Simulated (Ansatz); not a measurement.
NbAs:
```yaml
crystal:
  lattice:
    - [3.21748, 0.00000, 0.00000]
    - [0.00000, 3.21748, 0.00000]
    - [0.00000, 0.00000, 3.21748]
  atoms:
    - { symbol: Nb, position: [0.00000, 0.00000, 0.00000] }
    - { symbol: As, position: [0.50000, 0.50000, 0.50000] }
```

Relaxed with PBE. Special points in fractions of this cell's reciprocal vectors: Γ (0.000, 0.000, 0.000); X (0.000, 0.500, 0.000); M (0.500, 0.500, 0.000); R (0.500, 0.500, 0.500).

### Question
List the band energies nearest the Fermi level at these points for DFT-PBE in the program Ansatz with PAW potentials.

### Answer
In eV from the Fermi level; about four levels below and three above (degenerate sets whole), none deeper than 8.9 eV; points with the same levels are listed once.

```
k                          below                     above
-  -----------------------------  ------------------------
Γ                    -2.95 -2.95            0.18 0.18 0.18
X        -7.39 -2.32 -2.32 -2.07            1.82 3.01 5.75
M  -4.51 -4.51 -2.55 -0.15 -0.15            1.84 1.98 3.17
R              -6.19 -6.19 -6.19  3.30 3.30 3.50 3.50 3.50
```

Space group Pm-3m (CsCl type). A made-up cell: these elements were put on the sites of a structure type; neither database checked (COD, Materials Project) lists it. COD files the formula under space group No. 109, so this cell is another polymorph or a model. Its standing as an ambient phase is unchecked. Symmetry was held in the PBE relaxation; its stability against distortions is not shown here. No spin polarisation was allowed. Spin–orbit coupling is left out wherever it is not named.

Potentials: the later of the program's two PAW sets.
